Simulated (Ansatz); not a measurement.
Cs2LiIrC6N6 — ¹⁴N nuclear quadrupole resonance

Cell: a COD entry, ions relaxed with PBE at fixed cell.

Space group Fm-3m (No. 225); a = 10.7200 Å.

| site | Wyckoff | site symmetry | x | y | z |
| --- | --- | --- | --- | --- | --- |
| Cs | 8c | -43m | 0.2500 | 0.2500 | 0.2500 |
| Li | 4b | m-3m | 0.5000 | 0.5000 | 0.5000 |
| Ir | 4a | m-3m | 0.0000 | 0.0000 | 0.0000 |
| C | 24e | 4m.m | 0.5000 | 0.5000 | 0.1875 |
| N | 24e | 4m.m | 0.5000 | 0.5000 | 0.2966 |

One atom of each set is listed; the run and its k-mesh use a cell of 16 atoms with edges of 7.58, 7.58, 7.58 Å.

All values are calculated (Ansatz; DFT, PBE, plane waves and PAW, scalar-relativistic, 420 eV cutoff, Γ-centred 6×6×6 k-points, Fermi–Dirac smearing 0.05 eV), not measured.

¹⁴N: I = 1, Q = 20.44 mb (year-2017 value). Static lattice, zero field.

(1) At which frequencies do the ¹⁴N NQR lines lie?

Results:

(1) For I = 1 the lines are ν± = (3/4)|C_Q|(1 ± η/3) and ν₀ = |C_Q|η/2.

```csv
site,atoms,V_zz (10²¹ V/m²),C_Q (MHz),η,line frequencies (MHz)
N,6,-7.61,-3.76,0.00,2.82
```

An axis of threefold or higher order runs through N, so V_zz lies along it and η is zero.

The database entry as given showed forces above 3 eV/Å or a pressure above 30 GPa, though relaxing it moves no atom far.

The relaxation (4 steps) took 46 s of wall time (46 s of CPU time) and 0.79 GiB at its peak, on 1 thread of Intel Xeon 6975P-C (Granite Rapids) (x86_64; 44 cores open to the job, memory cap 2.5 GiB, no GPU), a shared host with a load of 0.7 a core.
